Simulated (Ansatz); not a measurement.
Relaxed ZnS (wurtzite):

```
CELL_PARAMETERS angstrom
      3.80610     0.00000     0.00000
     -1.90305     3.29618     0.00000
      0.00000     0.00000     6.24474
ATOMIC_POSITIONS crystal
  Zn 0.66667 0.33333 0.99975
  Zn 0.33333 0.66667 0.49975
  S  0.66667 0.33333 0.62545
  S  0.33333 0.66667 0.12545
```

Computed with r2SCAN (plane waves to 500 eV, PAW, scalar-relativistic; Ansatz, a program for electronic structure). k mesh 8×8×5 (Γ-centred), Fermi-Dirac smearing 0.05 eV. ZnS was relaxed with its symmetry unable to fall.

One atom of the cell was then moved (with its periodic images), all else fixed, and the forces (eV/Å) came out as:

| atom | Fx | Fy | Fz |
|---|---|---|---|
| Zn1 | 0.000 | 0.000 | -0.159 |
| Zn2 | 0.000 | 0.000 | -0.082 |
| S3 | 0.000 | 0.000 | 0.413 |
| S4 | 0.000 | 0.000 | -0.171 |

Problem. Which atom was moved, and by which vector (Å)?

Solution. S3, by (0.00, 0.00, -0.05), 0.05 Å in all.

(For displaced atoms, the force is minus the slope of the energy, and its curvature is a force constant, which sets phonon frequencies.)
